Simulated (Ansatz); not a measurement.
**NbH2 under pressure**

The calculation used DFT LDA, scalar-relativistic, plane waves, PAW in Ansatz 0.2.0. Plane waves to 420 eV; Γ-centred k mesh 16×16×16; Fermi-Dirac smearing of 0.15 eV. No spin polarisation. Phonons by linear response, acoustic sum rule imposed.

Equilibrium structure at this level:
```cif
data_structure
_symmetry_space_group_name_H-M 'Fm-3m'
_symmetry_Int_Tables_number 225
_cell_length_a 4.4979
_cell_length_b 4.4979
_cell_length_c 4.4979
_cell_angle_alpha 90.000
_cell_angle_beta 90.000
_cell_angle_gamma 90.000
_cell_volume 91.00
loop_
_atom_site_label
_atom_site_type_symbol
_atom_site_symmetry_multiplicity
_atom_site_Wyckoff_symbol
_atom_site_fract_x
_atom_site_fract_y
_atom_site_fract_z
_atom_site_occupancy
Nb1 Nb 4 a 0.00000 0.00000 0.00000 1
H1 H 8 c 0.25000 0.75000 0.75000 1
```

In a metal, frequencies and elastic constants depend on the k mesh and the smearing, soft modes and shear constants most.

Optical modes at Γ (cm⁻¹) at zero pressure: 1132, 1313.

Question: Under hydrostatic pressure the same modes lie at 1157, 1335 cm⁻¹. What is the pressure, and how much has the cell shrunk?

Answer: 3 GPa; the volume is 1.5 % smaller.